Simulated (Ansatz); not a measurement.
Computed scan of one atom of the cell: GaP (zinc blende)

Relaxed GaP (zinc blende):

```
GaP
1.0
    0.00000     2.72569     2.72569
    2.72569     0.00000     2.72569
    2.72569     2.72569     0.00000
P Ga
1 1
Cartesian
  4.08853   4.08853   4.08853
  0.00000   0.00000   0.00000
```

Scan: atom 2 (Ga, nearest neighbour P at 2.361 Å; its periodic images, 3.9 Å or more away, move with it) is displaced along Cartesian x, direction (1.000, 0.000, 0.000) in Cartesian axes, by s. The other atoms stay.

These are r2SCAN (plane waves to 500 eV, PAW, scalar-relativistic; Ansatz, an electronic-structure program) values and carry that method's errors. k mesh 8×8×8 (Γ-centred), Fermi-Dirac smearing 0.05 eV. E stands for the smeared free energy. Stress and pressure are positive under compression. F∥ is the force on the atom along that direction. GaP was relaxed with its symmetry unable to fall. The zero of ΔE is the undisplaced structure.

```
s (Å)   ΔE (meV/cell)  P (GPa)  F∥ (eV/Å)
------  -------------  -------  ---------
-0.470           1024      7.4      3.936
-0.376            679      4.9      3.390
-0.282            392      2.8      2.686
-0.188            178      1.3      1.861
-0.094             45      0.3      0.952
0.000               0      0.0      0.000
0.094              45      0.3     -0.952
0.188             178      1.3     -1.861
0.282             392      2.8     -2.686
0.376             679      4.9     -3.390
0.470            1024      7.4     -3.936
```

What the scan shows:

- Energy at s = 0.470 Å: 1024 meV/cell
- Force along the line at s = -0.470 Å: 3.94 eV/Å
- Symmetry of the curve: even: the same for both signs
- Shape of the curve: a single well with its minimum at or next to zero displacement
- Force constant k = d²E/ds² at s = 0 (finite differences): 10.2 eV/Å²
- Harmonic estimate at the end of the scan: ½ks² = 1127 meV/cell against the computed 1024 meV/cell, so the well is softer than harmonic there
- Zone-centre optical wavenumber from k (transverse: no LO-TO term): 360 cm⁻¹

The 11 points together took very roughly 2.3 core-minutes.

(For displaced atoms, the force is minus the slope of the energy, and its curvature is a force constant, which sets phonon frequencies.)
